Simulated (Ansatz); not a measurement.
## Mg (Im-3m), stationary points along a deformation path

The calculation used Ansatz, DFT LDA, scalar-relativistic, plane waves, PAW. Settings: plane waves to 420 eV, k-mesh 20×20×20 (Γ-centred), Gaussian smearing 0.15 eV. No spin polarisation. Energies are free energies at this smearing, counted from the undisturbed cell; pressure is positive in compression.

The starting cell (as given, not relaxed at this level; it stands at -1.2 GPa; this bcc form isn't the usual structure):

```
Mg
1.0
    -1.77276    1.77276    1.77276
     1.77276   -1.77276    1.77276
     1.77276    1.77276   -1.77276
Mg
1
Direct
  0.00000 0.00000 0.00000
```

At fixed volume and fractional coordinates, lengths along (0.577, 0.577, 0.577) are scaled against those across it; ρ is that ratio over its starting value. V = 22.285 Å³/atom. Δσ is the stress along the axis less the mean stress across it (compression positive).

```
    ρ  ΔE (meV/atom)  Δσ (GPa) space group
0.500         2996.2    118.20         R-3m
0.710          534.0     39.91         R-3m
1.000            0.0      0.00        Im-3m
1.410          217.3    -10.37         R-3m
2.000          411.1      0.00        Pm-3m
```

**Question.** How does the stress give the slope of the energy, and where is the energy stationary?

**Answer.** Along the path d ln(length) is 2/3 d ln ρ on the axis and −1/3 d ln ρ across it, so dE/d ln ρ = −(2/3) V Δσ: the energy falls with ρ where Δσ is positive. Δσ vanishes or changes sign at ρ = 1.000 (Im-3m), a minimum at 0.0 meV/atom; at ρ = 2.000 (Pm-3m, an end of the scan), at 411.1 meV/atom. Pairs of stationary points between two samples would go unseen, and could change a minimum read from distant neighbours into a maximum. At ρ = 1.000, 2.000 the cell is cubic, where symmetry alone makes the stress isotropic and the slope zero.

In a metal these slopes depend on the k mesh and the smearing.